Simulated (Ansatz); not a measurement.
Values for one crystal, relaxed and computed with plane-wave PAW PBEsol (Ansatz code); other levels are named.

```yaml
volume_per_atom: 5.84 Å³
electronic_character: metallic (no gap)
Elastic constants (relaxed ions, GPa): C11 = 753, C12 = 228, C44 = 474
Formation energy from the elements (no fitted shifts): 173 meV/atom
Bulk modulus (Birch–Murnaghan fit): 403 GPa
Poisson's ratio: 0.15
highest_zone_centre_frequency: 138.1 meV
```

Q: Which of these materials gives this?
A) BC7, P-43m (C on 3d, C on 4e, B on 1b)
B) TiC, rock salt
C) AlV2C, P6_3/mmc (Al on 2c, V on 4f, C on 2a)
D) CoC, rock salt

A: A, BC7, P-43m (C on 3d, C on 4e, B on 1b)

The start of the workflow was typed in or built on a structure type; the Crystallography Open Database copy checked does not list it. Whether it is the stable phase at ambient conditions was not checked. The cell was relaxed with PBEsol under the symmetry of its start; its stability against distortions is not shown here. Its formation energy is positive at this level, so the cell may be metastable or incomplete. As this level gives no gap, shear constants depend on the k-mesh and smearing (Fermi–Dirac, 0.1 eV here). The references are the lowest solids computed at this level, not always the standard phases.

Potentials: the earlier of the program's two PAW sets. The files were generated under PBE; for other functionals the program regenerates the frozen cores, and for LDA and PBEsol the local potential too.
